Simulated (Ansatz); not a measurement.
AlIr in space group Cmcm (No. 63; Al on 4c, Ir on 4c) under volume change, r²SCAN (plane waves, PAW; program Ansatz), shape and atoms relaxed at each volume.

```
V (Å³/atom)  E − E(relaxed) (meV/atom)  P (GPa)
-----------  -------------------------  -------
12.714                            92.9    25.86
13.133                            38.9    15.74
13.553                             9.2     7.21
13.972                             0.0     0.00
14.391                             8.2    -6.08
14.810                            31.0   -11.19
15.229                            65.9   -15.41
```

Task: What does a third-order Birch–Murnaghan fit give for V₀, B₀ and B′?

Result: V₀ = 13.97 Å³/atom, B₀ = 220 GPa, B′ = 4.7.

The start of the workflow was typed in or built on a structure type; neither database checked (COD, Materials Project) lists it. Its standing as an ambient phase is unchecked. The cell was relaxed with r²SCAN under the symmetry of its start; its stability against distortions is not shown here. The run is not spin-polarised. Scalar-relativistic: spin–orbit coupling is off unless named, which matters more the heavier the elements.

Potentials: the later of the program's two PAW sets.
